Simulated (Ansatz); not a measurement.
Be (hcp, Mg type)

```xyz
2
Lattice="2.2631 0.0000 0.0000 -1.1316 1.9599 0.0000 0.0000 0.0000 3.5631" Properties=species:S:1:pos:R:3 pbc="T T T"
Be     0.0000     1.3066     2.6723
Be     1.1316     0.6533     0.8908
```

The slice is a (0001) plane (indices of the conventional cell) through the point (0.333, 0.667, 0.750) (fractional), spanned by u = [110] and v = [1 -1 0] in vectors of this cell: u (2.26 Å) and v (3.92 Å, at 90° to u). It covers one period; positions are fractions (u, v).

Method: r2SCAN (plane waves to 500 eV, PAW, scalar-relativistic; Ansatz, a quantum-chemistry and plane-wave program). k mesh 23×23×13. These are valence fields of a PAW run, semicore shells included where kept as valence: close to a nucleus they are smooth pseudo fields. Be was relaxed with its symmetry unable to fall. The PAW data are Ansatz's earlier set.

### Question
The ELF has a maximum in the middle third of the Be–Be line. Where, and how high?

### Answer
0.62, 1.1 Å from Be.

### Question
What is the valence density on the shortest Be–Be line in this plane (2.26 Å), at its midpoint?

### Answer
0.26 e/Å³.

### Question
Predict the map of the electrostatic potential energy of an electron, from the cell's mean on the slice.

### Answer
```
v \ u  0.00  0.17  0.33  0.50  0.67  0.83
-----  ----  ----  ----  ----  ----  ----
0.90      x     x     x   6.1     x     x
0.80      x     x   5.3   6.4   5.3     x
0.70    5.9   4.9     x     x     x   4.9
0.60    5.6     x     x     x     x     x
0.50    4.8     x     x     x     x     x
0.40    6.1     x     x     x     x     x
0.30    6.4   5.3     x     x     x   5.3
0.20      x     x   4.9   5.9   4.9     x
0.10      x     x     x   5.6     x     x
0.00      x     x     x   4.8     x     x
```

Values: electrostatic potential energy of an electron, from the cell's mean, in eV. Points within 0.9 Å of a nucleus are blanked (x), as the pseudised field means little there. The zero, the cell's mean, hangs on the PAW cores.
